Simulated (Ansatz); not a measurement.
Values for one crystal, relaxed and computed with r²SCAN in the plane-wave PAW code Ansatz; other levels are named.

| Property | Value |
|---|---|
| Volume per atom | 17.21 Å³ |
| Electronic character | metallic (no gap) |
| Formation energy from the elements (no fitted shifts) | -0.29 eV/atom |
| Density of states at the Fermi level | 0.52 states/eV per atom (mean over ±0.08 eV) |

Question: Which compound is it?
A) BeTe, rock salt
B) TiTeS, P3m1 (Ti on 1b, Te on 1a, S on 1c)
C) CdTe, Cmcm (Cd on 4c, Te on 4c)
D) Te7Pd20, R-3 (Pearson symbol hR27)

Answer: D, Te7Pd20, R-3 (Pearson symbol hR27)

The workflow started from a Materials Project entry (that database holds measured and hypothetical structures alike); the Crystallography Open Database copy checked does not list it. Whether it is the stable phase at ambient conditions was not checked. The cell was relaxed with r²SCAN under the symmetry of its start; its stability against distortions is not shown here. The run is not spin-polarised. The references are the lowest solids computed at this level, not always the standard phases. Spin–orbit coupling is left out wherever it is not named.

Potentials: the later of the program's two PAW sets.
